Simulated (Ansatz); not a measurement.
Input file for Ansatz (an electronic-structure program):

Ansatz 0.2 input:
```yaml
crystal:
  lattice:
    - [0.0, 2.6645215305, 2.6645215305]
    - [2.6645215305, 0.0, 2.6645215305]
    - [2.6645215305, 2.6645215305, 0.0]
  atoms:
    - { symbol: As, position: [0.0, 0.0, 0.0] }
    - { symbol: Ga, position: [0.5, 0.5, 0.5] }
kpoints:
  mp_grid: { grid: [19, 19, 19] }
hamiltonian:
  xc: r2scan
  pseudopotentials: { azcp: { folder: ./paw }, kind: paw }
scf:
  occupations: { method: fermi_dirac, width: 0.1 }
elastic: { mode: relaxed_ion, stencil: two_point, amplitude: 0.005, f_tol: 0.0005 }
```

Output (shortened):

```
Pseudopotential: As, paw, valence charge 15
Pseudopotential: Ga, paw, valence charge 13
Functional definition: r2SCAN
Crystal: 2 atoms, lattice volume = 37.834 Å³
Basis set: ecut = 500 eV, 941 PW (Γ), exchange–correlation on 120×120×120 points (64 copies of the dense FFT grid, shifted against one another)
Bands: 18, of which v1, the nominal top of the filled ones, is band 14 counted from 1 (13 counted from 0)
Symmetry: 48 space group operations
Space group: Fm-3m (ITA 225), of the structure as read, at distance tolerance 3.4e-5 Å
k-points: 220 of 6859
SCF 1 converged in 14 iterations: F = -8654.950088 eV  dr2 = 1.06e-14
Crystal: 2 atoms, lattice volume = 37.834 Å³
SCF 2 converged in 2 iterations: F = -8654.950088 eV  dr2 = 2.01e-15
Crystal: 2 atoms, lattice volume = 37.645 Å³
Symmetry: 16 space group operations
k-points: 550 of 6859
SCF 3 converged in 12 iterations: F = -8654.949543 eV  dr2 = 1.01e-14
Crystal: 2 atoms, lattice volume = 38.024 Å³
SCF 4 converged in 9 iterations: F = -8654.949715 eV  dr2 = 2.16e-14
Crystal: 2 atoms, lattice volume = 37.834 Å³
Symmetry: 8 space group operations
k-points: 1000 of 6859
SCF 5 converged in 10 iterations: F = -8654.950029 eV  dr2 = 5.46e-14
Crystal: 2 atoms, lattice volume = 37.834 Å³
SCF 6 converged in 8 iterations: F = -8654.950029 eV  dr2 = 4.44e-14
SCF converged after 2 iterations
Free energy (F): -8654.950088 eV
Harris-Foulkes:  -8654.950088 eV  (|F-HF|=1.82e-12)
Internal energy: -8654.918174 eV  (E = F + TS)
E sigma→0 (E₀):  -8654.934131 eV
Entropy (-TS):   -0.031914 eV (-15.957 meV/atom)
Fermi energy:    10.187290 eV
--- Per-component energies (eV) ---
  E_band       = -272.616531
  E_kinetic    = 208.276256
  E_local      = -3091.189555  (includes V_loc(G=0)·N_el)
  E_nonlocal   = -485.730900
  E_hartree    = 1882.997916
  E_xc         = -123.509260
  E_vxc        = -135.902784  (∫ρ·V_xc dr)
  E_paw        = -4028.868714  (= ΣΔE_a)
  E_vpaw       = -541.228435  (= ΣTr[D̂ρ^β])
  E_aug_tail   = 0.000049  (compensation charges beyond the density's cutoff)
  E_vtau       = 7.163008  (kinetic-family band-sum trace: ∫τ·v_τ [+ j·A + Jᵃ·Aᵃ] dr)
  E_ewald      = -3014.783507
  E_core_change = -2.110460  (= ΣΔE_core)
  E_smearing   = -0.031914  (= −TS)
  E_closure    = 0.000000  (closes the sum)
  Σ components = -8654.950088   (vs F -8654.950088, Δ=0.00e0)
--- Forces (eV/Å), atoms counted from 1 ---
  atom   1  As     0.00000000     0.00000000     0.00000000
  atom   2  Ga     0.00000000     0.00000000     0.00000000
  max |Σ_I F_I| component: 0.0 eV/Å
--- Stress (GPa, compression-positive) ---
        0.063899       0.000000       0.000000
        0.000000       0.063899       0.000000
        0.000000       0.000000       0.063899
  P = ⅓ Tr σ = 0.0639 GPa (0.639 kbar)
--- Band table (eV; the first three rows and the last of 220) ---
  k-point 0: bands = ["-25.8929", "-25.8929", "-25.8825", "-25.8825", "-25.8825", "-5.1403", "-5.1403", "-5.1156", "-5.1156", "-5.1156", "-3.7245", "10.1689", "10.1689", "10.1689", "10.8117", "18.0152", "18.0152", "18.0152"]
  k-point 1: bands = ["-25.8929", "-25.8929", "-25.8825", "-25.8824", "-25.8824", "-5.1411", "-5.1411", "-5.1157", "-5.1149", "-5.1149", "-3.6845", "9.4058", "10.1661", "10.1661", "11.4828", "17.7604", "17.9351", "17.9351"]
  k-point 2: bands = ["-25.8929", "-25.8929", "-25.8824", "-25.8822", "-25.8822", "-5.1436", "-5.1436", "-5.1161", "-5.1128", "-5.1128", "-3.5646", "8.3478", "10.1602", "10.1602", "12.2538", "17.2751", "17.2751", "17.3289"]
  k-point 219: bands = ["-25.8940", "-25.8917", "-25.8813", "-25.8808", "-25.8783", "-5.2917", "-5.1509", "-5.1088", "-5.1029", "-5.0663", "-0.1014", "4.1652", "5.4057", "5.7815", "12.7149", "14.7643", "18.1804", "18.8378"]
--- Elastic constants: 2 strain directions × 2 members + reference (group order 48) ---
  dense FFT box of the reference and of every strained cell: 30×30×30
  strains applied: 11, 23; error gains: componentwise 1.00 (the most a stress slope's error grows in a printed constant), spectral 1.73 (1 for all six strains …
  C = ∂σ_k/∂η_j (tension-positive GPa; Voigt order 11 22 33 23 13 12):
       155.742     45.384     45.384      0.000      0.000      0.000
        45.384    155.742     45.384      0.000      0.000      0.000
        45.384     45.384    155.742      0.000      0.000      0.000
         0.000      0.000      0.000     20.435      0.000      0.000
         0.000      0.000      0.000      0.000     20.435      0.000
         0.000      0.000      0.000      0.000      0.000     20.435
  reference stress σ⁰ (GPa):     -0.064     -0.064     -0.064      0.000      0.000      0.000
  moduli (Voigt/Reuss/Hill, GPa): K = 82.17/82.17/82.17   G = 34.33/27.31/30.82   E = 82.19   ν = 0.333
  mechanically stable: yes (min eigenvalue of sym C = 20.44 GPa)
  strain η (Voigt 11):  stress-route row diagonal C_11 = 155.74 GPa, energy-path curvature d²(F+E_count+ΔE)/dδ²/Ω₀ = 155.71 GPa
         δ    σ_11 (GPa)             F (eV)   n_scf  n_hpsi   n_pw
    -5.000e-3      -0.8688       -8654.9495434      12  250347    974   relax 0 steps, max|allowed force component| 0.0 eV/Å
     5.000e-3       0.6887       -8654.9497153       9  221412    982   relax 0 steps, max|allowed force component| 0.0 eV/Å
  strain η (Voigt 23):  stress-route row diagonal C_44 = 20.44 GPa, energy-path curvature d²(F+E_count+ΔE)/dδ²/Ω₀ = 20.45 GPa
         δ    σ_23 (GPa)             F (eV)   n_scf  n_hpsi   n_pw
    -5.000e-3      -0.1022       -8654.9500288      10  392855    976   relax 0 steps, max|allowed force component| 0.0 eV/Å
     5.000e-3       0.1022       -8654.9500288       8  349673    976   relax 0 steps, max|allowed force component| 0.0 eV/Å
```

Cost: around 8 core-minutes (rough) on shared cores.

The start of the workflow was typed in or built on a structure type; neither database checked (COD, Materials Project) lists it. It is not the phase usual at ambient conditions (space group No. 216). The cell was relaxed with r²SCAN under the symmetry of its start; its stability against distortions is not shown here. As this level gives no gap, shear constants depend on the k-mesh and smearing (Fermi–Dirac, 0.1 eV here). Scalar-relativistic: spin–orbit coupling is off unless named, which matters more the heavier the elements.

Potentials: the earlier of the program's two PAW sets.

Ansatz is a plane-wave DFT program.
